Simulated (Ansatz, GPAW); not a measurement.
Given: the input of a run of GPAW 26.7.0 (ASE script) on Mg3ZnC. Atoms were shifted at random by some hundredths of an Å from the given cell, which wasn't relaxed again for these runs. The cell comes from a database or a generator and needn't be the stable form of this composition.

The input run.py:

```python
from ase.dft.bandgap import bandgap
from ase.io import read, write
from ase.units import GPa
from gpaw import GPAW, PW

atoms = read('POSCAR')

calc = GPAW(mode=PW(800),
            xc='PBE',
            kpts={'size': (6, 6, 6), 'gamma': True},
            occupations={'name': 'fermi-dirac', 'width': 0.05},
            nbands=38,
            convergence={'density': 1e-05, 'energy': 1e-05},
            maxiter=150,
            txt='gpaw.txt')
atoms.calc = calc
energy = atoms.get_potential_energy()
forces = atoms.get_forces()
stress = atoms.get_stress()
calc.write('gs.gpw')
write('result.traj', atoms)
print(f'Energy: {energy:.6f} eV')
print('Forces (eV/A):')
print(forces.round(4))
print('Stress (GPa):', (stress / GPa).round(3))
print('Fermi level:', round(calc.get_fermi_level(), 4), 'eV')
print(f'Gap: {bandgap(calc)[0]:.4f} eV, direct: {bandgap(calc, direct=True)[0]:.4f} eV')
```

Contents of POSCAR:

```
Mg3ZnC
1.0
    4.4069310000      0.0000000000      0.0000000000
    0.0000000000      4.4069310000      0.0000000000
    0.0000000000      0.0000000000      4.4069310000
Zn Mg C
1 3 1
Direct
    0.0143980000      0.0003270000      0.0042490000
    0.5044320000      0.0053770000      0.4959030000
    0.5098650000      0.5011960000      0.0016910000
   -0.0013060000      0.4967100000      0.5005010000
    0.5104210000      0.5038410000      0.5064390000
```

Potentials or basis: GPAW PAW data sets (gpaw-data 1.2.1), pw.

The run is started by

```sh
$ OMP_NUM_THREADS=1 python run.py
```

Question: Translate it to Ansatz 0.2.0. Potentials or basis there: Ansatz PAW, cutoff 420 eV.

Answer: As run (cutoffs and basis follow the program's own potentials, and thresholds, step limits or extra output files can differ):

input.yaml

```yaml
crystal:
  lattice:
    - [4.406931, 0.0, 0.0]
    - [0.0, 4.406931, 0.0]
    - [0.0, 0.0, 4.406931]
  atoms:
    - { symbol: Zn, position: [0.014398, 0.000327, 0.004249] }
    - { symbol: Mg, position: [0.504432, 0.005377, 0.495903] }
    - { symbol: Mg, position: [0.509865, 0.501196, 0.001691] }
    - { symbol: Mg, position: [-0.001306, 0.49671, 0.500501] }
    - { symbol: C, position: [0.510421, 0.503841, 0.506439] }
hamiltonian:
  xc: pbe
  pseudopotentials: { kind: paw }
kpoints:
  mp_grid: { grid: [6, 6, 6] }
scf:
  occupations: { method: fermi_dirac, width: 0.05 }
output:
  forces: true
  stress: true
  eigenvalues: true
```

Potentials or basis: Ansatz PAW.

Run with:

```bash
$ ansatz run input.yaml --threads 2 --pin off --max-ram 5120MiB --backend cpu --events-out ev --progress --plain --runs-dir out
```

Both were run:

|  | GPAW | Ansatz |
| --- | --- | --- |
| Pressure | -0.2 GPa | -0.1 GPa |
| Largest force | 0.544 eV/Å | 0.540 eV/Å |

Ansatz's pressure holds a Pulay term of +0.08 GPa for its cutoff of 420 eV, which the other run lacks.

Where Ansatz's input types no cutoff or centring, it takes its own default and a Γ-centred mesh.

Pressure is positive in compression.
